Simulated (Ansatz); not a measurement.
Ti$_{5}$O$_{9}$:
```cif
data_O18Ti10
_chemical_formula_sum 'Ti10 O18'
_space_group_name_H-M_alt 'P 1'
_space_group_IT_number 1
_cell_length_a 5.57559
_cell_length_b 8.47395
_cell_length_c 7.11673
_cell_angle_alpha 69.703
_cell_angle_beta 71.385
_cell_angle_gamma 75.431
loop_
_space_group_symop_operation_xyz
  'x, y, z'
loop_
_atom_site_label
_atom_site_type_symbol
_atom_site_fract_x
_atom_site_fract_y
_atom_site_fract_z
_atom_site_occupancy
Ti1 Ti 0.27061 0.57629 0.67424 1
Ti2 Ti 0.72939 0.42371 0.32576 1
Ti3 Ti 0.28350 0.58281 0.17053 1
Ti4 Ti 0.71650 0.41719 0.82947 1
Ti5 Ti 0.65369 0.79601 0.34505 1
Ti6 Ti 0.34631 0.20399 0.65495 1
Ti7 Ti 0.64959 0.79325 0.84533 1
Ti8 Ti 0.35041 0.20675 0.15467 1
Ti9 Ti 0.00000 0.00000 0.00000 1
Ti10 Ti 0.00000 0.00000 0.50000 1
O1 O 0.68777 0.54194 0.53044 1
O2 O 0.31223 0.45806 0.46956 1
O3 O 0.92809 0.58069 0.80345 1
O4 O 0.07191 0.41931 0.19655 1
O5 O 0.41488 0.63235 0.86487 1
O6 O 0.58512 0.36765 0.13513 1
O7 O 0.59254 0.67472 0.15466 1
O8 O 0.40746 0.32528 0.84534 1
O9 O 0.01701 0.76077 0.19222 1
O10 O 0.98299 0.23923 0.80778 1
O11 O 0.62473 0.02026 0.14873 1
O12 O 0.37527 0.97974 0.85127 1
O13 O 0.08248 0.08047 0.19741 1
O14 O 0.91752 0.91953 0.80259 1
O15 O 0.25928 0.13655 0.46211 1
O16 O 0.74072 0.86345 0.53789 1
O17 O 0.71630 0.20432 0.51134 1
O18 O 0.28370 0.79568 0.48866 1
```
The run is spin-polarised; directions of the spins, atom by atom: ↑ ↑ ↑ ↑ ↑ ↑ ↑ ↑ ↑ ↑ 0 0 0 0 0 0 0 0 0 0 0 0 0 0 0 0 0 0.

Relaxed with r²SCAN.

Which orbitals make up the states near the Fermi level in r²SCAN in the plane-wave PAW code Ansatz?

Within 0.5 eV of the Fermi level: Ti 3d 91 %, O 2p 7 %. Projections are on Löwdin-orthogonalised atomic valence shells; empty p or d shells of many metals are not among them.

Tabulate the density of states.

States/eV per cell of 28 atoms, in 0.25 eV bins, energy from the Fermi level.

```
E (eV)  total   O 2p  Ti 3d  O 2s
------  -----  -----  -----  ----
-7.85   18.38  12.95   3.99  0.12
-7.60   22.08  15.77   4.88  0.14
-7.35   26.43  19.40   5.67  0.13
-7.10   27.38  20.45   5.76  0.10
-6.85   25.78  19.10   5.69  0.10
-6.60   28.12  20.52   6.76  0.12
-6.35   24.70  18.27   5.68  0.14
-6.10   20.83  15.95   4.17  0.15
-5.85   19.42  15.52   3.07  0.19
-5.60   22.32  18.39   3.02  0.22
-5.35   23.63  20.01   2.70  0.22
-5.10   25.95  22.41   2.64  0.21
-4.85   28.77  25.21   2.66  0.20
-4.60   23.79  21.05   2.13  0.13
-4.35   23.78  21.14   2.12  0.11
-4.10   23.19  20.97   1.79  0.08
-3.85   21.94  20.12   1.50  0.06
-3.60   12.48  11.68   0.64  0.03
-3.35    4.57   4.33   0.19  0.01
-3.10    0.00   0.00   0.00  0.00
-2.85    0.00   0.00   0.00  0.00
-2.60    0.00   0.00   0.00  0.00
-2.35    0.00   0.00   0.00  0.00
-2.10    0.00   0.00   0.00  0.00
-1.85    0.00   0.00   0.00  0.00
-1.60    0.00   0.00   0.00  0.00
-1.35    0.00   0.00   0.00  0.00
-1.10    0.00   0.00   0.00  0.00
-0.85    0.00   0.00   0.00  0.00
-0.60    3.13   0.27   2.79  0.02
-0.35    7.07   0.61   6.32  0.04
-0.10    6.32   0.48   5.73  0.03
0.15    14.43   0.98  13.19  0.09
0.40    23.69   1.57  21.70  0.14
0.65    31.28   2.46  28.20  0.21
0.90    34.94   3.40  30.80  0.23
1.15    33.21   4.02  28.38  0.24
1.40    26.50   3.97  21.81  0.17
1.65    22.03   3.71  17.66  0.15
1.90    16.90   2.92  13.40  0.14
2.15    14.38   2.07  11.82  0.14
2.40     6.55   1.09   5.07  0.17
2.65     8.97   1.10   6.65  0.85
2.90    16.40   2.15  12.11  1.51
3.15    17.27   2.71  12.49  1.43
3.40    18.56   3.51  13.10  1.28
3.65    18.15   4.01  12.53  0.96
```

Space group P-1. The first step of the workflow began from a Materials Project structure, measured or hypothetical; the Crystallography Open Database files this formula in space group No. 2, but the cells were not matched. Whether it is the stable phase at ambient conditions was not checked. The cell was relaxed with r²SCAN under the symmetry of its start; whether a distortion lowers the energy is not shown. Magnetic state: ferromagnetic, the only order run, not a proven ground state. Other orbital occupations within this spin state were not tried. No Hubbard U is applied. The compound may be a true metal, but semilocal functionals without U, or a wrong spin order, can also close a gap.

Potentials: the later of the program's two PAW sets.
